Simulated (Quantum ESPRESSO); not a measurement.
## Zn4TiRu2Mo (one run as intended and one with a planted mistake)

Computed values, not a measurement. The program is pw.x of Quantum ESPRESSO 7.5 (plane-wave density functional theory). The cell is made up: eight metal atoms on a hexagonal close-packed lattice, with elements, volume, strain and displacements drawn at random and not relaxed, so it may be unstable or far from any real phase. PseudoDojo standard norm-conserving files set the functional (PBE unless stated); there is no spin polarisation or spin-orbit coupling, the Fermi-Dirac width of 0.25 eV means electrons at about 2900 K, and the masses in the input are unused placeholders. Heavy elements are run without spin-orbit coupling, which real alloys of them have. A spin test at this wide smearing found no moment, but such smearing suppresses magnetism that the real alloy may have.

Intended input:

```
&control calculation='scf', pseudo_dir='./dojo.nc.sr.pbe.v0_5.standard.upf', outdir='./o', disk_io='minimal', tprnfor=.true., tstress=.true. /
&system ibrav=0, nat=8, ntyp=4, nbnd=83, ecutwfc=84.00895049, nosym=.true., tot_charge=0,
 occupations='smearing', smearing='fd', degauss=0.0183746611
/
&electrons conv_thr=1.470e-08, electron_maxstep=70, mixing_beta=0.5 /
ATOMIC_SPECIES
Mo 1.0 Mo.upf
Ru 1.0 Ru.upf
Ti 1.0 Ti.upf
Zn 1.0 Zn.upf
CELL_PARAMETERS angstrom
-2.7689 0.0021 -0.0332
-0.056 4.7149 -4.2983
-0.0488 -4.8003 -4.3921
ATOMIC_POSITIONS angstrom
Zn 0.1889 -0.0396 -0.0269
Ti -0.0861 1.4213 -2.1545
Ru -0.064 -0.1062 -4.3849
Ru -0.0395 1.7045 -6.3522
Zn -1.2815 -0.7316 -2.2331
Zn -1.3963 -2.5289 -4.3228
Zn -1.6029 -0.8931 -6.5669
Mo -1.4661 2.4169 -4.3531
K_POINTS automatic
8 4 4 1 1 1
```

The log is shortened where brackets say so; the opening notice, blank lines, dates and the lines on written files are dropped, and the path of the files is cut. It prints rydbergs, bohrs and kilobars, and counts compression as positive stress. Its total energy is the free energy E - TS of the whole cell.

Log of the intended run:

```
     Program PWSCF v.7.5
     Parallel version (MPI & OpenMP), running on       4 processor cores
     Number of MPI processes:                 4
     Threads/MPI process:                     1
     [start-up lines left out]
     bravais-lattice index     =            0
     lattice parameter (alat)  =       5.2328  a.u.
     unit-cell volume          =     772.3717 (a.u.)^3
     number of atoms/cell      =            8
     number of atomic types    =            4
     number of electrons       =       138.00
     number of Kohn-Sham states=           83
     kinetic-energy cutoff     =      84.0090  Ry
     charge density cutoff     =     336.0358  Ry
     scf convergence threshold =      1.5E-08
     mixing beta               =       0.5000
     number of iterations used =            8  plain     mixing
     Exchange-correlation= PBE
                           (   1   4   3   4   0   0   0)
     [axes and pseudopotential details left out]
   Cartesian axes
     site n.     atom                  positions (alat units)
         1        Zn     tau(   1) = (   0.0682171  -0.0143007  -0.0097143  )
         2        Ti     tau(   2) = (  -0.0310931   0.5132715  -0.7780507  )
         3        Ru     tau(   3) = (  -0.0231122  -0.0383518  -1.5835110  )
         4        Ru     tau(   4) = (  -0.0142646   0.6155430  -2.2939585  )
         5        Zn     tau(   5) = (  -0.4627858  -0.2642014  -0.8064354  )
         6        Zn     tau(   6) = (  -0.5042433  -0.9132571  -1.5610849  )
         7        Zn     tau(   7) = (  -0.5788524  -0.3225236  -2.3714927  )
         8        Mo     tau(   8) = (  -0.5294500   0.8728107  -1.5720271  )
     number of k points=    64  Fermi-Dirac smearing, width (Ry)=  0.0184
                       cart. coord. in units 2pi/alat
        k(    1) = (  -0.0615576   0.0007315  -0.0789246), wk =   0.0312500
        k(    2) = (  -0.0606654  -0.0712441  -0.1578878), wk =   0.0312500
     [further k points left out]
     Dense  grid:    80369 G-vectors     FFT dimensions: (  32,  72,  72)
     Estimated max dynamical RAM per process >     348.67 MB
     Estimated total dynamical RAM >       1.30 GB
     Initial potential from superposition of free atoms
     starting charge     137.9949, renormalised to     138.0000
     Starting wfcs are   80 randomized atomic wfcs +    3 random wfcs
     total cpu time spent up to now is       10.5 secs
     per-process dynamical memory:   281.1 Mb
     Self-consistent Calculation
     iteration #  1     ecut=    84.01 Ry     beta= 0.50
     Davidson diagonalization with overlap
     ethr =  1.00E-02,  avg # of iterations =  3.0
     total cpu time spent up to now is       37.4 secs
     total energy              =   -2333.71109390 Ry
     estimated scf accuracy    <       3.59114922 Ry
     iteration #  2     ecut=    84.01 Ry     beta= 0.50
     Davidson diagonalization with overlap
     ethr =  2.60E-03,  avg # of iterations =  5.2
     total cpu time spent up to now is       67.7 secs
     total energy              =   -2334.40648580 Ry
     estimated scf accuracy    <      27.05613531 Ry
     [iterations 3 to 14 left out]
     iteration # 15     ecut=    84.01 Ry     beta= 0.50
     Davidson diagonalization with overlap
     ethr =  1.33E-09,  avg # of iterations =  1.0
     total cpu time spent up to now is      372.2 secs
     total energy              =   -2335.88462967 Ry
     estimated scf accuracy    <       0.00000005 Ry
     iteration # 16     ecut=    84.01 Ry     beta= 0.50
     Davidson diagonalization with overlap
     ethr =  3.27E-11,  avg # of iterations =  2.0
     total cpu time spent up to now is      394.8 secs
     End of self-consistent calculation
     [lines on levels left out]
!    total energy              =   -2335.88462968 Ry
     estimated scf accuracy    <          5.8E-09 Ry
     smearing contrib. (-TS)   =      -0.10482962 Ry
     internal energy E=F+TS    =   -2335.77980005 Ry
     The total energy is F=E-TS. E is the sum of the following terms:
     one-electron contribution =   -1221.52883939 Ry
     hartree contribution      =     678.83766875 Ry
     xc contribution           =    -286.31740990 Ry
     ewald contribution        =   -1506.77121951 Ry
     convergence has been achieved in  16 iterations
     Forces acting on atoms (cartesian axes, Ry/au):
     atom    1 type  4   force =    -0.01400427    0.02996677    0.03225204
     atom    2 type  3   force =     0.01334581    0.06101201   -0.04468714
     atom    3 type  2   force =     0.00220313    0.03296371    0.01344871
     atom    4 type  2   force =    -0.00104064   -0.04460596   -0.02721763
     atom    5 type  4   force =    -0.02954451   -0.05558816   -0.01282299
     atom    6 type  4   force =    -0.00403099    0.01957137    0.00855499
     atom    7 type  4   force =     0.01645070    0.02527858    0.02278507
     atom    8 type  1   force =     0.01662077   -0.06859833    0.00768696
     Total force =     0.152005     Total SCF correction =     0.000651
     Computing stress (Cartesian axis) and pressure
          total   stress  (Ry/bohr**3)                   (kbar)     P=       78.20
   0.00057416  -0.00003114  -0.00011092           84.46       -4.58      -16.32
  -0.00003114   0.00040236  -0.00007733           -4.58       59.19      -11.38
  -0.00011092  -0.00007733   0.00061829          -16.32      -11.38       90.95
     init_run     :      9.79s CPU     10.19s WALL (       1 calls)
     electrons    :    376.11s CPU    384.37s WALL (       1 calls)
     forces       :      2.68s CPU      2.68s WALL (       1 calls)
     stress       :      9.73s CPU      9.74s WALL (       1 calls)
     [timing details left out]
     PWSCF        :   6m38.68s CPU   6m47.36s WALL
     JOB DONE.
```

A second run has one planted mistake: one atom is of a wrong element. The input lines that differ:

```
- &system ibrav=0, nat=8, ntyp=4, nbnd=83, ecutwfc=84.00895049, nosym=.true., tot_charge=0,
+ &system ibrav=0, nat=8, ntyp=5, nbnd=82, ecutwfc=84.00895049, nosym=.true., tot_charge=0,
+ Pt 1.0 Pt.upf
- Zn 0.1889 -0.0396 -0.0269
+ Pt 0.1889 -0.0396 -0.0269
```

Its log:

```
     Program PWSCF v.7.5
     Parallel version (MPI & OpenMP), running on       4 processor cores
     Number of MPI processes:                 4
     Threads/MPI process:                     1
     [start-up lines left out]
     bravais-lattice index     =            0
     lattice parameter (alat)  =       5.2328  a.u.
     unit-cell volume          =     772.3717 (a.u.)^3
     number of atoms/cell      =            8
     number of atomic types    =            5
     number of electrons       =       136.00
     number of Kohn-Sham states=           82
     kinetic-energy cutoff     =      84.0090  Ry
     charge density cutoff     =     336.0358  Ry
     scf convergence threshold =      1.5E-08
     mixing beta               =       0.5000
     number of iterations used =            8  plain     mixing
     Exchange-correlation= PBE
                           (   1   4   3   4   0   0   0)
     [axes and pseudopotential details left out]
   Cartesian axes
     site n.     atom                  positions (alat units)
         1        Pt     tau(   1) = (   0.0682171  -0.0143007  -0.0097143  )
         2        Ti     tau(   2) = (  -0.0310931   0.5132715  -0.7780507  )
         3        Ru     tau(   3) = (  -0.0231122  -0.0383518  -1.5835110  )
         4        Ru     tau(   4) = (  -0.0142646   0.6155430  -2.2939585  )
         5        Zn     tau(   5) = (  -0.4627858  -0.2642014  -0.8064354  )
         6        Zn     tau(   6) = (  -0.5042433  -0.9132571  -1.5610849  )
         7        Zn     tau(   7) = (  -0.5788524  -0.3225236  -2.3714927  )
         8        Mo     tau(   8) = (  -0.5294500   0.8728107  -1.5720271  )
     number of k points=    64  Fermi-Dirac smearing, width (Ry)=  0.0184
                       cart. coord. in units 2pi/alat
        k(    1) = (  -0.0615576   0.0007315  -0.0789246), wk =   0.0312500
        k(    2) = (  -0.0606654  -0.0712441  -0.1578878), wk =   0.0312500
     [further k points left out]
     Dense  grid:    80369 G-vectors     FFT dimensions: (  32,  72,  72)
     Estimated max dynamical RAM per process >     361.81 MB
     Estimated total dynamical RAM >       1.36 GB
     Initial potential from superposition of free atoms
     starting charge     135.9949, renormalised to     136.0000
     Starting wfcs are   80 randomized atomic wfcs +    2 random wfcs
     total cpu time spent up to now is        9.8 secs
     per-process dynamical memory:   288.7 Mb
     Self-consistent Calculation
     iteration #  1     ecut=    84.01 Ry     beta= 0.50
     Davidson diagonalization with overlap
     ethr =  1.00E-02,  avg # of iterations =  3.0
     total cpu time spent up to now is       34.3 secs
     total energy              =   -2176.82265020 Ry
     estimated scf accuracy    <       3.76231587 Ry
     iteration #  2     ecut=    84.01 Ry     beta= 0.50
     Davidson diagonalization with overlap
     ethr =  2.77E-03,  avg # of iterations =  5.3
     total cpu time spent up to now is       63.1 secs
     total energy              =   -2177.55573245 Ry
     estimated scf accuracy    <      24.72651381 Ry
     [iterations 3 to 16 left out]
     iteration # 17     ecut=    84.01 Ry     beta= 0.50
     Davidson diagonalization with overlap
     ethr =  1.38E-11,  avg # of iterations =  2.3
     total cpu time spent up to now is      391.5 secs
     total energy              =   -2179.07450620 Ry
     estimated scf accuracy    <       0.00000015 Ry
     iteration # 18     ecut=    84.01 Ry     beta= 0.50
     Davidson diagonalization with overlap
     ethr =  1.38E-11,  avg # of iterations =  2.0
     total cpu time spent up to now is      413.1 secs
     End of self-consistent calculation
     [lines on levels left out]
!    total energy              =   -2179.07450620 Ry
     estimated scf accuracy    <          2.9E-09 Ry
     smearing contrib. (-TS)   =      -0.10141757 Ry
     internal energy E=F+TS    =   -2178.97308863 Ry
     The total energy is F=E-TS. E is the sum of the following terms:
     one-electron contribution =    -999.90492469 Ry
     hartree contribution      =     573.96406947 Ry
     xc contribution           =    -289.05785378 Ry
     ewald contribution        =   -1463.97437963 Ry
     convergence has been achieved in  18 iterations
     Forces acting on atoms (cartesian axes, Ry/au):
     atom    1 type  2   force =    -0.04012566    0.05052833    0.01427980
     atom    2 type  4   force =     0.01814231    0.05640019   -0.03525450
     atom    3 type  3   force =     0.00304972    0.02196738    0.01549731
     atom    4 type  3   force =    -0.00204436   -0.04579083   -0.01706619
     atom    5 type  5   force =    -0.02650522   -0.05764414   -0.02073740
     atom    6 type  5   force =    -0.00108106    0.03134510    0.01093324
     atom    7 type  5   force =     0.02479456    0.02354842    0.03686032
     atom    8 type  1   force =     0.02376972   -0.08035445   -0.00451258
     Total force =     0.165448     Total SCF correction =     0.000259
     Computing stress (Cartesian axis) and pressure
          total   stress  (Ry/bohr**3)                   (kbar)     P=      100.61
   0.00070701  -0.00007880  -0.00007640          104.00      -11.59      -11.24
  -0.00007880   0.00062417  -0.00002433          -11.59       91.82       -3.58
  -0.00007640  -0.00002433   0.00072072          -11.24       -3.58      106.02
     init_run     :      9.20s CPU      9.49s WALL (       1 calls)
     electrons    :    395.42s CPU    403.34s WALL (       1 calls)
     forces       :      2.86s CPU      2.86s WALL (       1 calls)
     stress       :     10.50s CPU     10.50s WALL (       1 calls)
     [timing details left out]
     PWSCF        :   6m58.31s CPU   7m 6.61s WALL
     JOB DONE.
```

|  | intended run | run with the mistake |
| --- | --- | --- |
| free energy (eV) | -31781.329 | -29647.819 |
| entropy term -TS, part of it (eV) | -1.426 | -1.380 |
| pressure (GPa) | 7.82 | 10.06 |
| size of the largest force component (eV/Å) | 1.764 | 2.066 |
| largest change of a force component (eV/Å) |  | 0.672 |
| iterations | 16 | 18 |

For scale, a rerun of the intended cell at a higher cutoff and on a denser mesh moved values by no more than 0.003 eV in energy, 0.06 GPa in stress and 0.010 eV/Å in force, and a second program with other atomic files agreed on that cell to 2 % rms in force and 0.5 GPa in pressure. Files of another functional or element have another zero of energy, so the energy change says nothing on stability. The number of bands, nbnd, was set by rule from the electron count, so it follows the mistake.